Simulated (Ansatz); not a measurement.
## Ni3Pt2 (R-3m)

Theory: Ansatz 0.2.0, DFT PBE, scalar-relativistic, plane waves, PAW.

Settings: cutoff 420 eV, Γ-centred mesh 18×18×18 on the computed 5-atom cell, Gaussian smearing of 0.10 eV; collinear spin from starting moments 0.9 0.9 0.9 0.2 0.2 μB.

The structure is relaxed at this level of theory with its symmetry kept, and needn't be the ground state of this composition.

```yaml
crystal:
  lattice:
    - [1.34371, 0.77579, 10.50904]
    - [-1.34371, 0.77579, 10.50904]
    - [0.00000, -1.55159, 10.50904]
  atoms:
    - { symbol: Ni, position: [0.30315, 0.30315, 0.30315] }
    - { symbol: Ni, position: [0.50000, 0.50000, 0.50000] }
    - { symbol: Ni, position: [0.69685, 0.69685, 0.69685] }
    - { symbol: Pt, position: [0.90133, 0.90133, 0.90133] }
    - { symbol: Pt, position: [0.09867, 0.09867, 0.09867] }
```

- Space group: R-3m (No. 166)
- Volume per atom: 88.7 bohr³
- Formation energy from the elements' standard states (uncorrected): -0.018 eV/atom
- Kohn–Sham band gap: none (metal)
- Density of states at the Fermi level: 8.2 states/eV per cell
- Orbital (Löwdin) character within 0.5 eV of the Fermi level: Ni 3d 69 %, Pt 5d 25 %
- Bader charge by site (e): Ni (2 in the cell) 0.15, Ni (1 in the cell) 0.29, Pt (2 in the cell) -0.29
- Total moment: 2.71 μB per cell
- Moment by site (μB): Ni1 0.79, Ni2 0.80, Ni3 0.79, Pt4 0.23, Pt5 0.23

Spin-orbit coupling is left out, which matters for the bands of heavy elements.

Only this magnetic start was tried.

The cell was found from a structure generator's guess, not taken from experiment. Löwdin shares on free-atom orbitals overweight diffuse shells.
